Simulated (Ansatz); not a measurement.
AlP:
```xyz
6
Lattice="3.8506 0.0000 0.0000 -1.9253 3.3347 0.0000 0.0000 0.0000 8.6891" Properties=species:S:1:pos:R:3 pbc="T T T"
Al    -0.9624     1.6670     5.7927
Al     0.9628     1.6677     0.0000
Al     1.9249     0.0000     2.8964
P     -0.9625     1.6671     1.4482
P      0.9628     1.6675     4.3445
P      1.9251     0.0000     7.2409
```

Relaxed with PBE. Special points in fractions of this cell's reciprocal vectors: Γ (0.000, 0.000, 0.000); M (0.500, 0.000, 0.000); K (0.333, 0.333, 0.000); A (0.000, 0.000, 0.500); L (0.500, 0.000, 0.500); H (0.333, 0.333, 0.500).

### Question
List the band energies nearest the valence-band maximum at these points for the program Ansatz at the PBE level (PAW).

### Answer
In eV from the valence-band maximum; about four levels below and three above (degenerate sets whole), none deeper than 8.9 eV; points with the same levels are listed once.

| k | below | above |
|---|---|---|
| Γ | -0.35 -0.35 -0.06 0.00 | 2.08 2.12 2.12 |
| M | -2.40 -1.82 -1.60 -1.54 | 0.95 1.48 1.59 |
| K | -3.56 -3.56 -2.14 -1.57 -1.57 | 1.20 2.52 2.52 |
| A | -0.57 -0.40 -0.18 -0.18 | 1.88 2.79 2.79 |
| L | -2.30 -1.93 -1.79 -1.34 | 1.56 2.04 2.33 |
| H | -3.43 -3.43 -2.24 -1.31 | 2.44 3.54 3.54 |

Space group P6_422. The start of the workflow was typed in or built on a structure type; neither database checked (COD, Materials Project) lists it. It is not the phase usual at ambient conditions (space group No. 216). The cell was relaxed with PBE under the symmetry of its start; whether a distortion lowers the energy is not shown. Point labels and valley counts follow the cell and symmetry of the run, lower than the named group.

Potentials: the earlier of the program's two PAW sets.
